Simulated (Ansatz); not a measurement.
## V₂MoSe₆ (P-3m1) at 2 levels of theory

One geometry, relaxed with PBE; plane waves with PAW potentials in Ansatz, scalar-relativistic. Collinear spin, ending at 1.3 μB a primitive cell. Gaps are the least over mesh and band path; pressure is positive in compression.

```
V Mo Se
1.0
     3.32923    0.00000    0.00000
    -1.66462    2.88320    0.00000
     0.00000    0.00000   21.27526
V Mo Se
2 1 6
Cartesian
  0.0000 0.0000 7.1246
  0.0000 0.0000 14.1507
  0.0000 0.0000 0.0000
  0.0000 1.9221 1.6976
  0.0000 1.9221 8.7056
  0.0000 1.9221 15.7322
  1.6646 0.9611 5.5431
  1.6646 0.9611 12.5697
  1.6646 0.9611 19.5776
```

| level | cutoff (eV) | k mesh | gap (eV) | pressure (GPa) | largest moment (μB) |
| --- | --- | --- | --- | --- | --- |
| PBE | 420 | 12×12×2 | 0 | 0.0 | 0.61 |

Task: What comes out on the same cell with PBEsol?

Result:
| level | cutoff (eV) | k mesh | gap (eV) | pressure (GPa) | largest moment (μB) |
| --- | --- | --- | --- | --- | --- |
| PBEsol | 420 | 12×12×2 | 0 | -3.9 | 0.43 |

Moments started parallel, and an antiferromagnetic order may lie lower. The cell holds layers, chains or molecules and no dispersion correction was added, so their binding is poorly described.

The structure comes from a generated guess; another structure or a mixture of phases may lie lower.
